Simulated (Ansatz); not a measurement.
A relaxation computed with Ansatz, from input to last step.

```yaml
crystal:
  lattice:
    - [3.1511802834, 0.0, 0.0]
    - [-1.5755901417, 2.7290021774, 0.0]
    - [0.0, 0.0, 14.1567009684]
  atoms:
    - { symbol: Mo, position: [0.3333333333, 0.6666666667, 0.25] }
    - { symbol: Mo, position: [0.6666666667, 0.3333333333, 0.75] }
    - { symbol: S, position: [0.3333333333, 0.6666666667, 0.6407631383] }
    - { symbol: S, position: [0.6666666667, 0.3333333333, 0.1407631383] }
    - { symbol: S, position: [0.3333333333, 0.6666666667, 0.8592368617] }
    - { symbol: S, position: [0.6666666667, 0.3333333333, 0.3592368617] }
basis:
  ecutwfc: 420
kpoints:
  mp_grid: { grid: [12, 12, 2] }
hamiltonian:
  xc: pbe
scf:
  occupations: { method: gaussian, width: 0.02 }
output:
  forces: true
  stress: true
  eigenvalues: true
  write_density: true
  write_potential: true
  elf: true
  volumetric_format: npy
relax:
  adjacent_minimum: "off"
  f_tol: 0.01
  max_steps: 30
  cell: { stress_tol: 0.1, fix: [volume] }
```

```bash
ansatz run input.yaml --threads 2 --pin off --max-ram 5120MiB --backend cpu --events-out ev --progress --plain --runs-dir out
```

Method: DFT PBE, scalar-relativistic, plane waves, PAW in Ansatz 0.2.0.

The volume is held at 0.94 times that of the relaxed cell.

Of 5 frames 4 are shown, positions in Å and forces in eV/Å; the SCF threshold varies from step to step. Steps run on the plane waves of an earlier cell, with a Pulay correction in the pressure. The basis is chosen afresh for the last frame, the zero of the energies, and at times for earlier ones too; energy and pressure step there, also at an unchanged geometry.

```xyz
6
Lattice="3.1512 0.0000 0.0000 -1.5756 2.7290 0.0000 0.0000 0.0000 14.1567" Properties=species:S:1:pos:R:3:forces:R:3 pbc="T T T" step=1 free_energy_over_end_meV_per_atom=7.90 pressure_GPa=4.23
Mo    0.0000    1.8193    3.5392    0.0000    0.0000    0.0000
Mo    1.5756    0.9097   10.6175    0.0000    0.0000    0.0000
S     0.0000    1.8193    9.0711    0.0000    0.0000   -0.5307
S     1.5756    0.9097    1.9927    0.0000    0.0000   -0.5307
S     0.0000    1.8193   12.1640    0.0000    0.0000    0.5307
S     1.5756    0.9097    5.0856    0.0000    0.0000    0.5307
6
Lattice="3.1831 0.0000 0.0000 -1.5916 2.7567 0.0000 0.0000 0.0000 13.8740" Properties=species:S:1:pos:R:3:forces:R:3 pbc="T T T" step=2 free_energy_over_end_meV_per_atom=0.08 pressure_GPa=-0.09
Mo    0.0000    1.8378    3.4685    0.0000    0.0000    0.0000
Mo    1.5916    0.9189   10.4055    0.0000    0.0000    0.0000
S     0.0000    1.8378    8.8391    0.0000    0.0000    0.0655
S     1.5916    0.9189    1.9021    0.0000    0.0000    0.0655
S     0.0000    1.8378   11.9718    0.0000    0.0000   -0.0655
S     1.5916    0.9189    5.0348    0.0000    0.0000   -0.0655
6
Lattice="3.1854 0.0000 0.0000 -1.5927 2.7586 0.0000 0.0000 0.0000 13.8544" Properties=species:S:1:pos:R:3:forces:R:3 pbc="T T T" step=3 free_energy_over_end_meV_per_atom=0.02 pressure_GPa=0.18
Mo    0.0000    1.8391    3.4636    0.0000    0.0000    0.0000
Mo    1.5927    0.9195   10.3908    0.0000    0.0000    0.0000
S     0.0000    1.8391    8.8297    0.0000    0.0000   -0.0166
S     1.5927    0.9195    1.9024    0.0000    0.0000   -0.0166
S     0.0000    1.8391   11.9520    0.0000    0.0000    0.0166
S     1.5927    0.9195    5.0248    0.0000    0.0000    0.0166
6
Lattice="3.1830 0.0000 0.0000 -1.5915 2.7566 0.0000 0.0000 0.0000 13.8747" Properties=species:S:1:pos:R:3:forces:R:3 pbc="T T T" step=5 free_energy_over_end_meV_per_atom=0.00 pressure_GPa=0.21
Mo    0.0000    1.8377    3.4687    0.0000    0.0000    0.0000
Mo    1.5915    0.9189   10.4060    0.0000    0.0000    0.0000
S     0.0000    1.8377    8.8432    0.0000    0.0000    0.0000
S     1.5915    0.9189    1.9058    0.0000    0.0000    0.0000
S     0.0000    1.8377   11.9689    0.0000    0.0000    0.0000
S     1.5915    0.9189    5.0315    0.0000    0.0000    0.0000
```

Time: 33 s on 2 threads of Intel(R) Xeon(R) Platinum 8259CL CPU @ 2.50GHz (Skylake/Cascade Lake), on a shared host, peak memory 0.5 GiB.

The cell holds layers, and where no dispersion correction was added their binding is poorly described.